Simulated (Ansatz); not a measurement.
Level of theory: Ansatz, DFT PBE, scalar-relativistic, plane waves, PAW. Plane waves to 420 eV, an 8×8×8 mesh through Γ for the 8-atom cell and 0.02 eV Gaussian smearing; no spin polarisation.

Formation energies are uncorrected and count from the elements' standard states at the same level.

Q: Suggest a trial structure for a monoclinic semiconductor that holds O and 2 more elements, with a gap near 0.5 eV, a formation energy near −1.21 eV/atom and a density near 5.4 g/cm³, in a cell of 8 atoms.

A: Sn₃GeO₄, space group Cm (No. 8). Sn on a site of symmetry m has 2 O at 2.10–2.18 Å and 2 O at 2.46 Å; Sn on a site of symmetry 1 has 1 O at 2.13 Å and 3 O at 2.28–2.35 Å; Ge has 3 O at 1.94–2.01 Å; O on a site of symmetry 1 has 1 Ge at 1.94 Å and 3 Sn at 2.28–2.46 Å; 2 more sites not described.

Space group Cm (No. 8). a = 7.933 Å, b = 7.426 Å, c = 6.436 Å, α = 90.00°, β = 127.38°, γ = 90.00°
```json
{"atom": "Sn", "site": "2a", "symmetry": "m", "x": "0.6290", "y": "0.0000", "z": "0.2592"}
{"atom": "Sn", "site": "4b", "symmetry": "1", "x": "0.1114", "y": "0.7463", "z": "0.7272"}
{"atom": "Ge", "site": "2a", "symmetry": "m", "x": "0.6069", "y": "0.5000", "z": "0.2889"}
{"atom": "O", "site": "4b", "symmetry": "1", "x": "0.7541", "y": "0.2874", "z": "0.4996"}
{"atom": "O", "site": "2a", "symmetry": "m", "x": "0.5621", "y": "0.0000", "z": "0.5280"}
{"atom": "O", "site": "2a", "symmetry": "m", "x": "0.9716", "y": "0.0000", "z": "0.4706"}
```

The volume per atom is 18.8 Å³ and the density is 5.4 g/cm³. The formation energy is −1.212 eV/atom and the gap on the 8×8×8 mesh of the 8-atom cell is 0.52 eV.

The structure comes from a generated guess, relaxed at this level; another structure or a mixture of phases may lie lower. Other answers may fit too; this one was computed.

Weakly bound directions are ill-defined at this level, which has no dispersion term. Kohn–Sham gaps at this level usually fall short of measured ones. This cell was reached by moving the atoms of another relaxed cell at random and relaxing again, last within the group found; it had no such test of its own.
